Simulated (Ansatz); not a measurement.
SiSnPd5 in space group P4/mmm (No. 123; Si on 1b, Sn on 1c, Pd on 1a, Pd on 4i), PBE in the plane-wave PAW code Ansatz, all energies at zero smearing, with the estimated change up to a 700 eV cutoff added, with one set of potentials and settings (totals compare only within such a set). Cell of 7 atoms (1 Si, 1 Sn, 5 Pd): -41528.541 eV.

```tsv
element	reference phase	E (eV/atom)
Si	Fd-3m, 2 atoms in the cell	-635.8096
Sn	Fd-3m, 2 atoms in the cell	-6024.2128
Pd	Fm-3m, 1 atoms in the cell	-6972.8544
```

Formation energy per atom, worked out: (-41528.541 − 1×(-635.8096) − 1×(-6024.2128) − 5×(-6972.8544))/7 = -0.607 eV/atom (-59 kJ per mol of atoms), at 0 K, without zero-point energy or fitted corrections.

The first step of the workflow began from a Materials Project structure, measured or hypothetical; the Crystallography Open Database copy checked does not list it. Its standing as an ambient phase is unchecked. The cell was relaxed with PBE under the symmetry of its start; whether a distortion lowers the energy is not shown. The run is not spin-polarised. The references are the lowest solids computed at this level, not always the standard phases. Scalar-relativistic: spin–orbit coupling is off unless named, which matters more the heavier the elements.

Potentials: the later of the program's two PAW sets.
